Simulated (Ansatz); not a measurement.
### Question
Each is relaxed and computed with plane-wave PAW LDA (Ansatz code). Which alone has a direct gap?
A) BAs, wurtzite
B) BeS, Pnma (Be on 4c, S on 4c)
C) CdS, wurtzite
D) WS2, R3m (W on 3a, S on 3a, S on 3a)

### Answer
C, CdS, wurtzite. CdS: gap 1.03 eV (direct); BeS: gap 3.45 eV (indirect); BAs: gap 1.05 eV (indirect); WS2: gap 0.86 eV (indirect). Typed or built starts, not in the databases checked: BeS, Pnma (Be on 4c, S on 4c). Not the usual ambient phase: BAs, wurtzite; WS2, R3m (W on 3a, S on 3a, S on 3a). Weakly bound layers, chains or molecules computed without a dispersion correction, so cells and soft constants are ill determined: WS2, R3m (W on 3a, S on 3a, S on 3a). All cells were relaxed under the symmetry of their starts (and spin orders); stability against distortions was not tested throughout. Named crystals with no word on spin ran without spin polarisation. Spin–orbit coupling is left out wherever it is not named.

Potentials: the earlier of the program's two PAW sets. The files were generated under PBE; for other functionals the program regenerates the frozen cores, and for LDA and PBEsol the local potential too.
